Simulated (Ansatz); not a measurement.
Input and command of a calculation in Ansatz (plane waves; scalar-relativistic PAW potentials unless the input names others):

```yaml
crystal:
  lattice:
    - [3.6311135552, 0.0027871893, 0.0031282859]
    - [1.1444254624, 3.6851333783, 0.0043015826]
    - [1.0396250667, 0.7830749257, 3.6327390178]
  atoms:
    - { symbol: Al, position: [0.8283371603, 0.0264352144, 0.0428484778] }
    - { symbol: Fe, position: [0.6175581901, 0.4795397448, 0.4863867935] }
    - { symbol: B, position: [0.4449918264, 0.6371312954, 0.9846091424] }
    - { symbol: B, position: [0.432826349, 0.989341075, 0.6369120726] }
    - { symbol: B, position: [0.1762864741, 0.3675526706, 0.3492435137] }
basis:
  ecutwfc: "18.4 Ry"
kpoints:
  mp_grid: { grid: [12, 10, 10] }
hamiltonian:
  xc: pbe
scf:
  occupations: { method: gaussian, width: 0.1 }
output:
  forces: true
  eigenvalues: true
  stress: true
```

```bash
ansatz run input.yaml --threads 1 --pin off --max-ram 2560MiB --backend cpu --events-out ev --progress --plain --runs-dir out
```

Abridged log:
```
Warning: basis.ecutwfc = 250.34475346 eV is below the records' recommended 420 eV, and the density's cutoff is lower with it unless basis.ecutrho_ratio is high enough to keep the records' density cutoff: compare with a run at a higher cutoff
Basis set: ecut = 250.34475346 eV, 431 PW (Γ), exchange–correlation on 40×40×40 points (8 copies of the dense FFT grid, shifted against one another)
Bands: 19, of which v1, the nominal top of the filled ones, is band 14 counted from 1 (13 counted from 0)
Symmetry: 1 space group operations
k-points: 604 of 1200 (time reversal used)
SCF iter   1: F=—  HF=-5481.880050 eV  |F-HF|=—  |Δ(HF+E_count)|=         —  Δρ=4.40e-2  dr2=5.69e-1  ethr=1.77e-3  ⟨swp⟩=5.8  Hψ=55952  notcnv=0
SCF iter   2: F=—  HF=-5481.701545 eV  |F-HF|=—  |Δ(HF+E_count)|=   1.79e-1  Δρ=1.02e-2  dr2=2.08e-2  ethr=1.77e-3  ⟨swp⟩=2.7  Hψ=25604  notcnv=0  defer=244
SCF iter   3: F=—  HF=-5481.669674 eV  |F-HF|=—  |Δ(HF+E_count)|=   3.19e-2  Δρ=6.05e-3  dr2=1.44e-2  ethr=7.41e-5  ⟨swp⟩=2.0  Hψ=22385  notcnv=0  defer=244
SCF iter   4: F=—  HF=-5481.666801 eV  |F-HF|=—  |Δ(HF+E_count)|=   2.87e-3  Δρ=1.63e-3  dr2=1.25e-3  ethr=5.16e-5  ⟨swp⟩=1.6  Hψ=12868  notcnv=0  defer=244
SCF iter   5: F=—  HF=-5481.666720 eV  |F-HF|=—  |Δ(HF+E_count)|=   8.17e-5  Δρ=6.88e-4  dr2=2.19e-4  ethr=4.48e-6  ⟨swp⟩=1.0  Hψ=11236  notcnv=0  defer=244
SCF iter   6: F=—  HF=-5481.666697 eV  |F-HF|=—  |Δ(HF+E_count)|=   2.27e-5  Δρ=1.57e-4  dr2=5.77e-6  ethr=7.83e-7  ⟨swp⟩=1.0  Hψ=11233  notcnv=0  defer=244
SCF iter   7: F=—  HF=-5481.666468 eV  |F-HF|=—  |Δ(HF+E_count)|=   2.29e-4  Δρ=2.46e-5  dr2=2.51e-7  ethr=2.06e-8  ⟨swp⟩=2.0  Hψ=17132  notcnv=0  defer=244
SCF iter   8: F=-5481.666468 eV  HF=-5481.666468 eV  |F-HF|=1.34e-8  |Δ(HF+E_count)|=   1.17e-9  Δρ=1.03e-5  dr2=4.32e-8  ethr=3.57e-10  ⟨swp⟩=6.3  Hψ=45686  notcnv=0
SCF 1 converged in 8 iterations: F = -5481.666468 eV  dr2 = 4.32e-8
SCF converged after 8 iterations
Free energy (F): -5481.666468 eV
Harris-Foulkes:  -5481.666468 eV  (|F-HF|=1.34e-8)
Internal energy: -5481.656413 eV  (E = F + TS)
E sigma→0 (E₀):  -5481.661440 eV
Entropy (-TS):   -0.010056 eV (-2.011 meV/atom)
Fermi energy:    11.060047 eV
--- Forces (eV/Å), atoms counted from 1 ---
  atom   1  Al     0.07963053    -0.05289578    -0.05785116
  atom   2  Fe    -0.18625077     0.11272290     0.09065665
  atom   3  B     -0.03184596    -0.10745703     0.12262431
  atom   4  B     -0.03450231     0.10792644    -0.14509033
  atom   5  B      0.17295378    -0.06030301    -0.01034871
--- Stress (GPa, compression-positive) ---
        1.279723      -0.272514      -0.200027
       -0.272508       2.152474       0.117356
       -0.200003       0.117353       1.984970
  P = ⅓ Tr σ = 1.8057 GPa (18.057 kbar)
```

Apart from outputs, empty bands and the relaxation, which only the reference makes, the input differs from a reference run on usual settings in basis.ecutwfc: 420 → "18.4 Ry". The reference, at the same geometry, ended its own course with pressure 0.01 GPa, largest force 0.005 eV/Å, no gap on the mesh. This run converged in 8 SCF iterations with an energy at zero smearing 734 meV/atom above the reference's, pressure 1.81 GPa, largest force 0.236 eV/Å, no gap on the mesh. Its cutoff is looser than usual, and the result moved.

The run took 30 s on 1 thread of Arm Neoverse V1, with other jobs on the host, peak memory 0.55 GiB.